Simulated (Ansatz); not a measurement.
One crystal and one scan (energy over volume and axial ratio) at two levels, PBE (plane waves to 420 eV, PAW, scalar-relativistic; Ansatz, a quantum-chemistry and plane-wave program) and PBEsol (plane waves to 420 eV, PAW, scalar-relativistic; Ansatz), each from its own relaxed cell and on its own mesh. The cell shown is that of PBE.

Hf (hcp, Mg type)

```
Hf
1.0
    3.20421     0.00000     0.00000
   -1.60210     2.77493     0.00000
    0.00000     0.00000     5.06906
Hf
2
Direct
  0.33333   0.66667   0.75000
  0.66667   0.33333   0.25000
```

The relaxed cell is deformed in two ways at once: its volume V is scaled, and at that volume it is stretched along z (the c axis of the conventional cell) so that c/a changes. Fractional atomic positions are held.

Energies are smeared free energies. Hf is run without spin polarisation. Hf was relaxed with its symmetry unable to fall. Spin-orbit coupling is left out, though Hf is heavy. With partly filled bands, the response to shear is sensitive to the k mesh, so small differences along c/a are uncertain. Percentages come from the unrounded values. Both scans cover V/V₀ from 0.960 to 1.040 and (c/a)/(c/a)₀ from 0.880 to 1.120.

Results of PBE:

| Item | Value |
|---|---|
| Lattice constant a (Å) | 3.204 |
| Lattice constant c (Å) | 5.069 |
| Relaxed volume (Å³/atom) | 22.54 |
| Modulus against c/a change at fixed volume, (3/4V)·∂²E/∂(ln c/a)² (fit, atoms clamped) (GPa) | 62 |

Task: What does PBEsol give for the same quantities?

Result: 
| quantity | PBEsol | PBE − PBEsol |
|---|---|---|
| Lattice constant a (Å) | 3.159 | +0.045 (+1.4 %) |
| Lattice constant c (Å) | 5.000 | +0.069 (+1.4 %) |
| Relaxed volume (Å³/atom) | 21.61 | +0.93 (+4.3 %) |
| Modulus against c/a change at fixed volume, (3/4V)·∂²E/∂(ln c/a)² (fit, atoms clamped) (GPa) | 65 | -3 (-4 %) |

PBE gives the higher value for: lattice constant a; lattice constant c; relaxed volume. PBE gives the lower value for: modulus against c/a change at fixed volume.

(Under strain, the slope of the energy per volume gives the stress and its curvature an elastic modulus.)
